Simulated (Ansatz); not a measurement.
A geometry of BeNi away from equilibrium: the start of the relaxation of a relaxed BeNi cell displaced along its unstable phonon at q = (0, 0, ½) of its primitive reciprocal cell (124i cm⁻¹), largest move 0.15 Å. Level of theory: PBEsol (plane waves to 420 eV, PAW, scalar-relativistic; Ansatz, a first-principles code). Γ-centred k-mesh 8×8×5 on the run's cell (coarser than for final values), Fermi–Dirac smearing 0.05 eV.

```xyz
12
Lattice="4.6704 0.0000 0.0000 -2.3352 4.0447 0.0000 0.0000 0.0000 6.9147" Properties=species:S:1:pos:R:3 pbc="T T T"
Ni     0.0000     4.0447     0.0741
Ni     0.0000     4.0447     3.3833
Ni     1.1676     2.0223    -0.0371
Ni     1.1676     2.0223     3.4944
Ni    -1.1676     2.0223    -0.0371
Ni    -1.1676     2.0223     3.4944
Be     0.0000     0.0000     0.0000
Be     0.0000     0.0000     3.4574
Be     0.0000     2.5465     1.7287
Be     0.0000     2.8465     5.1861
Be     2.3352     1.4982     1.7287
Be     2.3352     1.1982     5.1861
```

**Question.** Which atoms carry the largest force, and which way does it point?

**Answer.** 0.20 eV/Å, on Ni1, Ni2 (atoms numbered as listed); on Ni1 its components are (0.00, 0.00, 0.20).

**Question.** What is the pressure?

**Answer.** -0.4 GPa, compression positive.

No spin polarisation in the result. A magnetic state may lie lower.

The run could not lose the symmetry of its start, so the end can be a saddle point.

The end of the path is a generated cell of BeNi: the first start was made by placing the elements on the sites of a structure type, and the end was not matched to a known phase here, so it may be hypothetical.
